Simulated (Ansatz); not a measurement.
**Property card for C**

C:
```xyz
6
Lattice="-1.3291 2.7750 2.3278 1.3291 -2.7750 2.3278 1.3291 2.7750 -2.3278" Properties=species:S:1:pos:R:3 pbc="T T T"
C      0.4634     0.9434     2.3278
C      0.8658     1.8316     0.0000
C     -0.8658     1.8316     2.3278
C      2.1949     0.9434     0.0000
C      0.0000     0.0000     1.1639
C      0.0000     0.0000     3.4918
```

Space group Ibam (No. 72); conventional cell a = 2.6583 Å, b = 5.5499 Å, c = 4.6557 Å, α = β = γ = 90.00°.

Method: r²SCAN (plane waves, PAW; program Ansatz). Geometry: relaxed at this level of theory. Other levels are named where they apply.

### Cell and energy

```
Quantity             Result
---------------  ----------
Volume per atom     5.72 Å³
Density          3.48 g/cm³
```

### Electronic structure

```
Item                                                                                                                                                    Result
----------------------------  --------------------------------------------------------------------------------------------------------------------------------
Band gap                                                                                                                 3.15 eV (smallest direct gap 3.17 eV)
Valence-band maximum                                                                     at X (k = 0.500, 0.500, 0.500 in fractions of the reciprocal vectors)
Conduction-band minimum       on the Γ–X line, 86 % of the way from Γ (k = 0.430, -0.430, 0.430 in fractions of the reciprocal vectors) (2 equivalent valleys)
Hole effective mass                                                                                                     0.41, 0.51, 0.98 mₑ (principal values)
HSE06 gap on the r²SCAN cell                                                                                                                           3.95 eV
```

### Mechanics

```
Item                                                                                                                                        Result
--------------------------------------------  ----------------------------------------------------------------------------------------------------
Bulk modulus (Birch–Murnaghan fit)                                                                                                         385 GPa
Pressure derivative B′                                                                                                                         3.9
Elastic constants (relaxed ions, GPa)         C11 = 903, C22 = 1060, C33 = 1350, C12 = 95.0, C13 = 9.2, C23 = 4.7, C44 = 495, C55 = 345, C66 = 427
Mechanical stability                                                                                        stable (all eigenvalues of C positive)
Hill bulk and shear moduli                                                                                                         389 and 457 GPa
Young's modulus                                                                                                                            986 GPa
Poisson's ratio                                                                                                                               0.08
Debye temperature from the elastic constants                                                                                                2080 K
```

The start of the workflow was typed in or built on a structure type; neither database checked (COD, Materials Project) lists it. It is not the phase usual at ambient conditions (space group No. 194, 227). Symmetry was held in the r²SCAN relaxation; its stability against distortions is not shown here. The volume moved by 19 % from the start of the relaxation.

Potentials: the later of the program's two PAW sets.
